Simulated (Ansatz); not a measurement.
La5Ge3:
```yaml
crystal:
  lattice:
    - [9.03626, 0.00000, 0.00000]
    - [-4.51813, 7.82563, 0.00000]
    - [0.00000, 0.00000, 6.92634]
  atoms:
    - { symbol: La, position: [0.66667, 0.33333, 0.00000] }
    - { symbol: La, position: [0.33333, 0.66667, 0.00000] }
    - { symbol: La, position: [0.33333, 0.66667, 0.50000] }
    - { symbol: La, position: [0.66667, 0.33333, 0.50000] }
    - { symbol: La, position: [0.75182, 0.75182, 0.75000] }
    - { symbol: La, position: [0.24818, 0.24818, 0.25000] }
    - { symbol: La, position: [0.00000, 0.75182, 0.25000] }
    - { symbol: La, position: [0.00000, 0.24818, 0.75000] }
    - { symbol: La, position: [0.24818, 0.00000, 0.75000] }
    - { symbol: La, position: [0.75182, 0.00000, 0.25000] }
    - { symbol: Ge, position: [0.39179, 0.39179, 0.75000] }
    - { symbol: Ge, position: [0.60821, 0.60821, 0.25000] }
    - { symbol: Ge, position: [0.00000, 0.39179, 0.25000] }
    - { symbol: Ge, position: [0.00000, 0.60821, 0.75000] }
    - { symbol: Ge, position: [0.60821, 0.00000, 0.75000] }
    - { symbol: Ge, position: [0.39179, 0.00000, 0.25000] }
```

Relaxed with PBE.

Problem. Which orbitals make up the states near the Fermi level in plane-wave PAW PBE (Ansatz code)?

Solution. Within 0.5 eV of the Fermi level: La 5d 72 %, Ge 4p 12 %, La 4f 8 %. Projections are on Löwdin-orthogonalised atomic valence shells; empty p or d shells of many metals are not among them.

Problem. Tabulate the density of states.

Solution. States/eV per cell of 16 atoms, in 0.25 eV bins, energy from the Fermi level.

```csv
E (eV),total,La 5d,La 4f,Ge 4p
-7.85,3.40,0.18,0.01,0.02
-7.60,13.41,2.70,0.06,0.06
-7.35,17.73,3.31,0.13,0.09
-7.10,12.45,2.02,0.14,0.05
-6.85,0.00,0.00,0.00,0.00
-6.60,0.00,0.00,0.00,0.00
-6.35,0.00,0.00,0.00,0.00
-6.10,0.00,0.00,0.00,0.00
-5.85,0.00,0.00,0.00,0.00
-5.60,0.00,0.00,0.00,0.00
-5.35,0.00,0.00,0.00,0.00
-5.10,0.00,0.00,0.00,0.00
-4.85,0.00,0.00,0.00,0.00
-4.60,0.00,0.00,0.00,0.00
-4.35,0.00,0.00,0.00,0.00
-4.10,0.00,0.00,0.00,0.00
-3.85,0.00,0.00,0.00,0.00
-3.60,0.00,0.00,0.00,0.00
-3.35,0.00,0.00,0.00,0.00
-3.10,0.00,0.00,0.00,0.00
-2.85,0.93,0.29,0.00,0.36
-2.60,14.65,4.71,0.11,6.04
-2.35,17.26,5.81,0.16,7.70
-2.10,12.71,5.16,0.25,5.43
-1.85,11.73,5.29,0.33,5.09
-1.60,13.07,5.43,0.46,6.02
-1.35,18.07,7.57,0.72,8.02
-1.10,20.78,9.12,0.95,8.98
-0.85,21.71,9.26,1.10,9.56
-0.60,12.44,4.84,0.70,5.66
-0.35,10.59,6.40,0.56,2.54
-0.10,16.13,11.37,1.03,2.09
0.15,21.56,17.04,1.75,1.46
0.40,12.81,9.70,1.72,0.84
0.65,12.66,8.90,2.55,0.65
0.90,26.42,16.38,7.36,1.00
1.15,28.77,12.64,13.35,1.28
1.40,46.64,9.64,34.07,1.09
```

Space group P6_3/mcm. The first step of the workflow began from a Materials Project structure, measured or hypothetical; the Crystallography Open Database copy checked does not list it. Whether it is the stable phase at ambient conditions was not checked. The PBE relaxation kept the symmetry of its start; its stability against distortions is not shown here. Scalar-relativistic: spin–orbit coupling is off unless named, which matters more the heavier the elements.

Potentials: the later of the program's two PAW sets.
